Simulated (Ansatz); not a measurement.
**Structures of Zr2Ti: which is lowest?**

Plane-wave DFT in Ansatz with scalar-relativistic PAW potentials, cutoff 420 eV, Γ-centred meshes chosen by cell and gap, Gaussian smearing with energies taken to zero width. Every cell was relaxed (cell and atoms) in a run of its own, within the symmetry of its start. Functional: PBE.

Relaxed structures (starts from databases or built by putting these elements on another compound's sites):
A. Fd-3m, 6 atoms in the computed cell, a = 8.093 Å; sites (symmetry × multiplicity) Zr .-3m × 16, Ti -43m × 8; start: built
B. Immm, 3 atoms in the computed cell, a = 2.985 Å, b = 5.118 Å, c = 8.572 Å; sites (symmetry × multiplicity) Zr mm2 × 4, Ti mmm × 2; start: built
C. P6_3/mmc, 6 atoms in the computed cell, a = 3.143 Å, c = 15.063 Å; sites (symmetry × multiplicity) Zr 3m. × 4, Ti -6m2 × 2; start: built

**Question.** Rank them by energy. Could pressure change the order?

**Answer.**
```tsv
structure	group	E − E(lowest) (meV/atom)	V (Å³/atom)	gap on mesh (eV)
C	P6_3/mmc	0.0	21.48	0.00
B	Immm	171	21.82	0.00
A	Fd-3m	447	22.09	0.00
```

C is lowest, 171 meV/atom under B. The lowest is also the densest of these, so pressure wouldn't bring one of the others in at first order. Other structures may lie lower than all of these, and vibrations aren't counted.